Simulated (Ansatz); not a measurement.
A vibration from a frozen displacement in NbH2

These are results of DFT r2SCAN, scalar-relativistic, plane waves, PAW (Ansatz), not measurements. Settings: plane waves to 500 eV, k-mesh 18×18×18 (Γ-centred), Gaussian smearing 0.15 eV. No spin polarisation. Energies are free energies at this smearing, counted from the undisturbed cell; pressure is positive in compression.

Reference structure (as given, not relaxed at this level; it stands at -1.9 GPa, and it needn't be the usual structure):

```yaml
crystal:
  lattice:
    - [0.00000, 2.28150, 2.28150]
    - [2.28150, 0.00000, 2.28150]
    - [2.28150, 2.28150, 0.00000]
  atoms:
    - { symbol: Nb, position: [0.00000, 0.00000, 0.00000] }
    - { symbol: H, position: [0.25000, 0.25000, 0.25000] }
    - { symbol: H, position: [0.75000, 0.75000, 0.75000] }
```

Every H atom is moved by x along the Cartesian unit vector (0.000, 0.000, -1.000); the cell and all other atoms stay fixed. The cell's volume is 23.75 Å³; the moved atoms weigh 2.016 u together and the others 92.906 u. Some rows repeat others by symmetry and weren't run.

```csv
x (Å),ΔE (meV/cell),total force on the moved atoms along the move (eV/Å),pressure (GPa)
-0.2000,159.64,1.6442,0.8221
-0.1750,121.35,1.4198,0.1934
-0.1500,88.61,1.2016,-0.3558
-0.1250,61.23,0.9888,-0.8236
-0.1000,39.12,0.7818,-1.2081
-0.0750,22.04,0.5856,-1.5120
-0.0500,9.82,0.3920,-1.7319
-0.0250,2.46,0.1964,-1.8639
0.0000,0.00,0.0000,-1.9079
0.0250,2.46,-0.1964,-1.8639
0.0500,9.82,-0.3920,-1.7319
0.0750,22.04,-0.5856,-1.5120
0.1000,39.12,-0.7818,-1.2081
0.1250,61.23,-0.9888,-0.8236
0.1500,88.61,-1.2016,-0.3558
0.1750,121.35,-1.4198,0.1934
0.2000,159.64,-1.6442,0.8221
```

What frequency belongs to this motion?

The force constant is k = −dF/dx = 7.856 eV/Å², from the parabola through x = -0.0250, 0 and 0.0250. In every cell the moved atoms swing against the rest, so the mass is μ = m₁m₂/(m₁ + m₂) = 1.973 u, and ν̃ = 521.5 cm⁻¹ × √(|k|/μ) = 1041 cm⁻¹, at this cell's pressure of -1.9 GPa. To first order in x, and within 1 %, the force on every atom lies along the move and, within each of the two groups, in proportion to the atom's mass, so this is itself a mode at the zone centre of this cell.

How far does the harmonic law reach?

At x = -0.200 Å, kx²/2 = 157.12 meV against the computed 159.64 meV (+1.6 %): the well is still close to harmonic there.

The pressure changes with x². What does that say about the frequency under compression?

With E = k(V)x²/2, k ∝ V^(−2γ) and x scaling with the cell as V^(1/3), P − P0 = −∂E/∂V = (2γ − 2/3) ΔE/V. At x = 0.0500 Å, V(P − P0) = 23.75 × 0.17601 / 160.2 eV = 26.09 meV and ΔE = 9.82 meV, so γ = 1/3 + V(P − P0)/(2ΔE) = 1.66. This is the Grüneisen parameter of the motion under uniform scaling of the cell: shrinking the cell evenly by 1 % in volume raises the frequency by about 1.66 %.

In a metal these slopes depend on the k mesh and the smearing.